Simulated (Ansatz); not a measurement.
# Compressing Li7NbO6: a fit and a missing row

Li7NbO6, R3, a = 5.521 Å, c = 14.536 Å. The structure is a Materials Project entry; whether it is the stable form wasn't checked. Ansatz: PBEsol, PAW, 420 eV, Γ-centred 6×6×6 mesh on 14 atoms, Gaussian smearing 0.02 eV; no spin polarisation. Shape and atoms are relaxed at each volume; pressure is positive in compression.

| V (Å³/atom) | P (GPa) |
| --- | --- |
| 8.040 | ? |
| 8.314 | 11.28 |
| 8.588 | 6.90 |
| 8.862 | 3.16 |
| 9.136 | -0.01 |
| 9.410 | -2.71 |
| 9.684 | -4.98 |
| 10.050 | -7.42 |

Take V0 = 9.136 Å³/atom, count pressures from its P0 = -0.01 GPa, fit the third-order Birch–Murnaghan form to the other rows, and predict the missing pressure.

With the Eulerian strain f = ½[(V0/V)^(2/3) − 1] and y = (P − P0)/[3f(1 + 2f)^(5/2)], the form is the line y = B0 + 1.5 B0 (B0′ − 4) f. Rows (f, y): 0.03244, 99.1; 0.02105, 98.7; 0.01025, 98.0; -0.00975, 97.0; -0.01905, 95.8; -0.03079, 94.0. Means f = 0.0006917, y = 97.100; Σ(Δf)² = 0.003004, ΣΔfΔy = 0.2290; the slope is their ratio. y = 97.05 + 76.23 f GPa, so B0 = 97.0 GPa and B0′ = 4 + 2 × (76.23)/(3 × 97.05) = 4.52. At V = 8.040, f = 0.04447, y = 100.44 and P = 16.57 GPa. The run gave 16.42 GPa, so the fit is 0.15 GPa too high, a small miss on the scale of the series.

Cost: 8 runs of about 36 core-minutes in all, on AMD EPYC 7R43 (Zen 3) (shared hosts).